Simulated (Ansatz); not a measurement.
**GaN (P6_3mc) under pressure**

```
CELL_PARAMETERS angstrom
3.15181 0.00000 0.00000
-1.57591 2.72955 0.00000
0.00000 0.00000 5.13840
ATOMIC_POSITIONS crystal
Ga 0.33333 0.66667 0.99930
Ga 0.66667 0.33333 0.49930
N 0.33333 0.66667 0.37570
N 0.66667 0.33333 0.87570
```

This is the zero-pressure cell under LDA. Cell and atoms are relaxed by PAW (default files of Ansatz 0.2.0, cutoff 420 eV, stress met within about 0.05 GPa) at each pressure, in this structure whether or not another phase would take over; P is the pressure reached, less that of this cell. Levels come from LDA, all-electron LAPW in Ansatz 0.2.0, scalar-relativistic; k mesh 8×8×4, fixed occupations, basis error target 0.5 meV/atom. Conduction levels are in eV over the valence top (at Γ), at fixed fractional wave vectors. Zone-centre phonons come from finite displacements by PAW, without the LO-TO term.

```tsv
P (GPa)	V/V₀	c/a	Γ	L (oblique)	A ∥ z	M ⊥ z	E2 (cm⁻¹)	B1 (cm⁻¹)
-1.96	1.0099	1.6302	2.069	4.357	4.335	4.974	140.3	689.2
0.00	1.0000	1.6303	2.135	4.387	4.399	5.002	139.8	698.2
1.97	0.9905	1.6304	2.200	4.417	4.461	5.029	139.3	706.9
4.00	0.9812	1.6304	2.263	4.445	4.522	5.055	138.7	715.7
7.00	0.9683	1.6305	2.352	4.484	4.608	5.091	137.7	728.1
10.00	?	?	?	?	?	?	?	?
15.00	0.9376	1.6309	2.568	4.577	4.817	5.179	134.6	759.3
```

Q: Fit the third-order Birch-Murnaghan equation to the rows shown.

A: With f = [(V₀/V)^(2/3) − 1]/2, the normalised pressure F = P/[3f(1 + 2f)^(5/2)] is 203.2 GPa at f = -0.0033, 202.1 GPa at f = 0.0032, 202.9 GPa at f = 0.0064, 203.6 GPa at f = 0.0109, 204.7 GPa at f = 0.0219. The line F = B₀[1 + (3/2)(B′ − 4)f] gives B₀ = 202.7 GPa and B′ = 4.3.

Q: What are the volume deformation potentials and pressure coefficients of these levels at zero pressure?

A: 

| level | dE/dlnV (eV) | dE/dP = −(dE/dlnV)/B₀ (meV/GPa) | mean slope up to 2.0 GPa (meV/GPa) |
| --- | --- | --- | --- |
| Γ | -6.74 | 33.2 | 32.7 |
| L (oblique) | -3.06 | 15.1 | 14.8 |
| A ∥ z | -6.48 | 31.9 | 31.5 |
| M ⊥ z | -2.82 | 13.9 | 13.6 |

dE/dlnV is the slope of a cubic fit in ln V at V₀. The last column is read from two rows and shows how the slope bends with pressure.

Q: What mode Grüneisen parameters follow?

A: γ = −d ln ω/d ln V at V₀ from a quadratic fit in ln V: E2 -0.38, B1 1.31.

Q: What belongs in the row at 10.00 GPa?

A: The fits give V/V₀ = 0.9562 and Γ = 2.437 eV. Computed: V/V₀ = 0.9562, c/a = 1.6306, Γ = 2.437, L (oblique) = 4.521, A ∥ z = 4.690, M ⊥ z = 5.126, E2 (cm⁻¹) = 136.6, B1 (cm⁻¹) = 740.2.

Keep in mind: no other phase was computed; many crystals of this kind change structure within this range, and rows or crossings beyond such a change describe a metastable lattice; no spin-orbit coupling on heavy atoms; the frozen-core PAW files of the relaxations were fitted under PBE, their cores solved anew for this functional; semilocal gaps are low, and the spacing of valleys can be off by tenths of an eV; levels are read at fixed fractional k, so an edge that moves off these points is missed.
